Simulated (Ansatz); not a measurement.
TiAu in space group P4/nmm (No. 129; Ti on 2c, Au on 2c) at seven volumes, plane-wave PAW LDA (Ansatz code), shape and atoms relaxed at each. One row is withheld.

| V (Å³/atom) | P (GPa) |
|---|---|
| 14.541 | 20.61 |
| 15.020 | 12.54 |
| 15.500 | 5.73 |
| 15.979 | 0.00 |
| 16.458 | ? |
| 16.938 | -8.86 |
| 17.417 | -12.25 |

Task: Fit the shown pressures and predict the withheld one.

Result: Third-order Birch–Murnaghan: P = (3/2)B₀(x^(7/2) − x^(5/2))[1 + (3/4)(B′ − 4)(x − 1)] with x = (V₀/V)^(2/3). Least squares on the six rows gives V₀ = 15.980 Å³/atom, B₀ = 174.5 GPa, B′ = 4.75. At V = 16.458, x = 0.9805 and P = -4.80 GPa. The run itself gave -4.81 GPa.

The workflow started from a Materials Project entry (that database holds measured and hypothetical structures alike); the Crystallography Open Database copy checked does not list it. COD files the formula under space group No. 221. Whether it is the stable phase at ambient conditions was not checked. Symmetry was held in the LDA relaxation; its stability against distortions is not shown here. No spin polarisation was allowed. Spin–orbit coupling is left out wherever it is not named.

Potentials: the later of the program's two PAW sets.
